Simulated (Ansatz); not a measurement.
**LaTe: pressure against volume, fitted**

```yaml
crystal:
  lattice:
    - [0.00000, 3.21100, 3.21100]
    - [3.21100, 0.00000, 3.21100]
    - [3.21100, 3.21100, 0.00000]
  atoms:
    - { symbol: La, position: [0.00000, 0.00000, 0.00000] }
    - { symbol: Te, position: [0.50000, 0.50000, 0.50000] }
```

Atoms are numbered in the order listed.

Conventional cell: a = 6.422 Å, b = 6.422 Å, c = 6.422 Å, α = 90.00°, β = 90.00°, γ = 90.00°. Around La (atom 1) lie 6 Te at 3.21 Å. Around Te (atom 2) lie 6 La at 3.21 Å.

The cell is COD entry 1537884, as deposited and not checked against the literature; nothing was relaxed.

Spin–orbit coupling is left out, though it moves levels of the heavy atoms by tenths of an eV or more.

Method: Ansatz 0.2.0, DFT, LDA, all-electron LAPW, scalar-relativistic.

Sampling and basis: a Γ-centred 10×10×10 k mesh, Fermi–Dirac smearing of 0.08 eV, basis error target 1 meV/atom, no spin polarisation.

The cell is scaled evenly. Fractional coordinates are held (clamped ions).

| V (Å³/atom) | P (GPa) |
| --- | --- |
| 31.121 | 1.84 |
| 32.445 | -0.96 |
| 32.776 | -1.57 |
| 33.107 | -2.14 |
| 33.438 | -2.68 |
| 33.769 | -3.19 |
| 34.431 | -4.12 |
| 35.094 | -4.95 |

(1) Fit a third-order Birch–Murnaghan curve to the pressures.

(2) Predict the pressure at the withheld volume, 31.783 Å³/atom.

Answers

(1) P = (3B0/2)(y^(7/2) − y^(5/2))[1 + (3/4)(B0′ − 4)(y − 1)] with y = (V0/V)^(2/3) fits within 0.01 GPa for V0 = 31.954 Å³/atom, B0 = 65.5 GPa and B0′ = 4.61.

(2) There y = 1.0036, so the fit gives 0.36 GPa; the run gave 0.36 GPa.
